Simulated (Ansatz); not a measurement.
LaGe₂: frozen-core PAW against all-electron methods

```
CELL_PARAMETERS angstrom
-2.16049 2.16049 7.84055
2.16049 -2.16049 7.84055
2.16049 2.16049 -7.84055
ATOMIC_POSITIONS crystal
La 0.25000 0.75000 0.50000
La 0.50000 0.50000 0.00000
Ge 0.66788 0.16788 0.50000
Ge 0.08212 0.08212 0.00000
Ge 0.83212 0.33212 0.50000
Ge 0.91788 0.91788 0.00000
```

Atoms are numbered in the order listed.

The cell is the one relaxed in the Materials Project (mp-19761), not relaxed further here; entries there can be hypothetical.

Spin–orbit coupling is left out, though it moves levels of the heavy atoms by tenths of an eV or more.

Methods: DFT, PBEsol, PAW with Ansatz's default frozen-core files, scalar-relativistic (Ansatz 0.2.0); DFT, PBEsol, all-electron LAPW, scalar-relativistic (Ansatz 0.2.0).

For PAW: a Γ-centred 9×9×9 k mesh, Fermi–Dirac smearing of 0.08 eV, cutoff 420 eV, no spin polarisation; the PAW files were made with PBE, and the program remakes their frozen cores for this functional. LAPW targets a basis error of 1 meV/atom. The Ansatz runs share mesh, smearing and spin set-up. Plane-wave (PAW) pressures include the program's estimate of the Pulay term.

Stress and pressure are positive in compression.

Levels count from the Fermi level.

PAW results:

```json
{"quantity": "pressure (GPa)", "PAW": "-3.08"}
{"quantity": "stress xx (GPa)", "PAW": "-3.02"}
{"quantity": "stress zz (GPa)", "PAW": "-3.19"}
{"quantity": "force on Ge3, z (eV/Å)", "PAW": "0.062"}
{"quantity": "highest filled level at N (eV)", "PAW": "-0.371"}
{"quantity": "lowest empty level at N (eV)", "PAW": "1.103"}
{"quantity": "highest filled level at P (eV)", "PAW": "-0.140"}
{"quantity": "lowest empty level at P (eV)", "PAW": "1.597"}
{"quantity": "highest filled level at S (eV)", "PAW": "-0.443"}
{"quantity": "lowest empty level at S (eV)", "PAW": "0.152"}
```

(1) What does LAPW (all electrons) give for the same quantities?

Answers

(1) 
```tsv
quantity	LAPW
pressure (GPa)	-3.05
stress xx (GPa)	-2.99
stress zz (GPa)	-3.16
force on Ge3, z (eV/Å)	0.062
highest filled level at N (eV)	-0.372
lowest empty level at N (eV)	1.113
highest filled level at P (eV)	-0.140
lowest empty level at P (eV)	1.614
highest filled level at S (eV)	-0.444
lowest empty level at S (eV)	0.153
```
